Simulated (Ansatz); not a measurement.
Several occupations of a bcc lattice at one composition, 2 W, 10 Hf. Sites, in fractions of the cell -3.500 -3.500 3.500; -3.500 3.500 -3.500; 1.750 -5.250 -5.250 Å:

| cell | sites |
| --- | --- |
| all | Hf (0.00 0.00 0.00), Hf (0.00 0.50 0.00), Hf (0.17 0.67 0.67), Hf (0.33 0.33 0.33), Hf (0.50 0.00 0.00), Hf (0.83 0.33 0.33), Hf (0.83 0.83 0.33) |
| 1 | Hf (0.33 0.83 0.33), Hf (0.67 0.17 0.67), Hf (0.67 0.67 0.67), W (0.17 0.17 0.67), W (0.50 0.50 0.00) |
| 2 | Hf (0.50 0.50 0.00), Hf (0.67 0.17 0.67), Hf (0.67 0.67 0.67), W (0.17 0.17 0.67), W (0.33 0.83 0.33) |
| 3 | Hf (0.17 0.17 0.67), Hf (0.33 0.83 0.33), Hf (0.50 0.50 0.00), W (0.67 0.17 0.67), W (0.67 0.67 0.67) |

Each was relaxed without symmetry on coarser meshes and computed once more. The calculation used DFT PBE, scalar-relativistic, plane waves, PAW (Ansatz).

Settings: cutoff 420 eV, Γ-centred mesh 6×6×5 on the computed 12-atom cell, Gaussian smearing of 0.10 eV; no spin polarisation.

Warren–Cowley parameters of the first shell of the sublattice with most elements (negative: unlike neighbours preferred):
```tsv
cell	Hf-W
1	-0.05
2	-0.20
3	0.10
```

Forces of up to 0.06 eV/Å remain on the final mesh.

Problem. Which occupation is lowest in energy, and by how much?

Solution. Cell 3.
```
cell E − E(lowest) (meV/atom) V (Å³/atom)
   3                       0.0        21.41
   2                      21.7        21.24
   1                      49.7        21.19
```

Spin–orbit coupling is left out, which can shift energies with elements as heavy as these.

Cost: 6 runs of about 40 core-minutes in all (earlier runs that led there not counted), on Intel Xeon 6975P-C (Granite Rapids) (shared hosts).